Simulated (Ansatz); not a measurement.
## Notes on RbBiBr2

```xyz
4
Lattice="1.3021 -4.4965 0.0000 1.3021 -2.0597 -3.9970 8.4149 0.0000 0.0000" Properties=species:S:1:pos:R:3 pbc="T T T"
Bi    5.5096   -3.2781   -1.9985
Br    8.2644   -4.9172   -2.9978
Br    2.7548   -1.6391   -0.9993
Rb    0.0000    0.0000    0.0000
```

Method: r2SCAN, no spin polarisation; PAW, plane waves to 500 eV, 9×9×9 Γ-centred mesh, fermi-dirac occupations (width 0.1 eV) (Ansatz 0.2.0), atoms fixed.

Electronic structure: It is a metal, with about 5 states/eV a cell as the mean within 0.25 eV of the Fermi level, mostly Bi p (76 %) and Br p (18 %).
Charges: Bader charges in e: Rb +0.82, Bi +0.63, Br -0.72. In the mean Rb gives up most and Br takes most.
Forces: The largest is on Br2 (and as large on other atoms): 0.23 eV/Å, components (-0.22, -0.06, -0.04). It makes 54° with the line to a nearest neighbour, Bi1 at 3.36 Å.
Formation energy: -0.63 eV an atom against the elements' usual phases (free molecules for gases, crystals otherwise, with no correction for O₂ or N₂), so it is bound against them; other compounds may still compete. Relaxing would lower it.
Contacts: Bi–Br at 3.36 Å: least valence density 0.13 e/Å³ and ELF 0.15 there. Br–Rb at 3.36 Å: least valence density 0.08 e/Å³ and ELF 0.04 there. These are pseudo-fields; inside the PAW spheres they differ from the all-electron ones.

Origin: a known structure type with other elements, at an estimated volume, so it need not be a known compound. Caveats: many states at the Fermi level without spin polarisation, so a magnetic state may lie lower; the Fermi level lies in a narrow band between gaps, which spin or distortion may split.
